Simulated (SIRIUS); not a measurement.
A self-consistent single point of Ti₃Al (P6_3/mmc, 8 atoms in the cell; from Materials Project mp-1823, changed as shown) with SIRIUS.

All values come from this method and carry its errors: PBE, GBRV PBE ultrasoft pseudopotentials (plane waves; SIRIUS 7.12.0).

The change in words: lattice scaled by 1.02. Reference geometry (P6_3/mmc):
```
CELL_PARAMETERS angstrom
      5.74770     0.00000     0.00000
     -2.87385     4.97765     0.00000
      0.00000     0.00000     4.63055
ATOMIC_POSITIONS crystal
  Ti 0.82990 0.65980 0.25000
  Ti 0.17010 0.34020 0.75000
  Ti 0.17010 0.82990 0.75000
  Ti 0.82990 0.17010 0.25000
  Ti 0.34020 0.17010 0.25000
  Ti 0.65980 0.82990 0.75000
  Al 0.33333 0.66667 0.25000
  Al 0.66667 0.33333 0.75000
```

Reference input (self-consistent single point, DFT, PBE, plane waves, GBRV PBE ultrasoft pseudopotentials): parameters.ngridk = 6 6 8; parameters.xc_functionals = [XC_GGA_X_PBE, XC_GGA_C_PBE]; parameters.gk_cutoff = 6.325 1/bohr; parameters.pw_cutoff = 14.143 1/bohr; parameters.smearing = fermi_dirac; parameters.smearing_width = 0.00367493 Ha; potentials = GBRV PBE ultrasoft pseudopotentials; parameters.electronic_structure_method = pseudopotential; parameters.num_bands = 47; parameters.num_mag_dims = 0; parameters.num_dft_iter = 100; parameters.energy_tol = 1e-07 Ha. This run's input differs from it in these lines:

```diff
@@ -32,5 +32,5 @@
     "lattice_vectors": [
-      [10.8615788465, 0.0, 0.0],
-      [-5.4307894233, 9.4064028031, 0.0],
-      [0.0, 0.0, 8.7504713064]
+      [11.0788104234, 0.0, 0.0],
+      [-5.5394052117, 9.594530708, 0.0],
+      [0.0, 0.0, 8.9254807325]
     ],
```

Output, abridged:

```
[find] density tolerance         : 1e-06
[find] total energy tolerance    : 1e-07
[find] iter_solver_tol (initial) : 0.01
[find] iter_solver_tol (target)  : 1e-13
[find] num_dft_iter              : 100
Charges and magnetic moments
--------------------------------------------------------------------------------
total charge          : 78.000000
[find] | SCF iteration   0 out of 100|
[diagonalize] iterative solver tolerance (occupied, empty): 0.01 0.01
[diagonalize] average number of iterations: 3.88571
[find] Charges and magnetic moments
[find] total charge          : 78.000000
[find] Energy
   [... lines left out ...]

[find] Charges and magnetic moments
[find] total charge          : 78.000000
[find] Energy
[find] smearing (-TS)                 :      -0.00918461
[find] Total energy                   :    -364.53268805 (Ha),    -729.06537611 (Ry)
[find] Free energy (E-TS)             :    -364.54187267 (Ha),    -729.08374533 (Ry)
[find] band gap (eV)                  :       0.00000000
[find] Efermi                         :       0.42100712
[find] iteration : 37, RMS (target) : 6.2645e-07 (1.0000e-06) , energy difference (target) : 2.5085e-10 (1.0000e-07)
[find] bands are converged : false
[find] iterative solver converged : true
[find] converged after 38 SCF iterations!
[find] Charges and magnetic moments
[find] total charge          : 78.000000
[find] Energy
[find] smearing (-TS)                 :      -0.00918461
[find] Total energy                   :    -364.53268805 (Ha),    -729.06537611 (Ry)
[find] Free energy (E-TS)             :    -364.54187267 (Ha),    -729.08374533 (Ry)
[find] band gap (eV)                  :       0.00000000
[find] Efermi                         :       0.42100712
[ground_state] === stress tensor components [kbar] ===
[ground_state] === stress_total ===
[ground_state]    52.861905    0.000000   -0.000000
[ground_state]     0.000000   52.861911    0.000000
[ground_state]    -0.000000    0.000000   50.475523
[ground_state] ==== total Forces in Ha/bohr =====
   [... lines left out ...]
[ground_state] atom:    3, force:       0.0007130     -0.0004117     -0.0000000
[ground_state] atom:    4, force:      -0.0007130     -0.0004117      0.0000000
[ground_state] atom:    5, force:       0.0007130      0.0004117     -0.0000000
[ground_state] atom:    6, force:       0.0000000     -0.0000000     -0.0000000
[ground_state] atom:    7, force:      -0.0000000      0.0000000      0.0000000
```

The run converged in 38 iterations. SIRIUS prints the stress tensor with tension positive. Against the reference run the free energy rises by 14.2 meV/atom, the pressure goes from 1.06 to -5.21 GPa and the largest force goes from 0.049 to 0.042 eV/Å.

The structure comes from a collection of computed structures, made at another level of theory; the collection holds predicted forms beside known ones.

Cost on one core: about 4 core-minutes (a rough figure).

The gap that the log prints is read on the run's mesh, which can miss the band edges or a crossing.
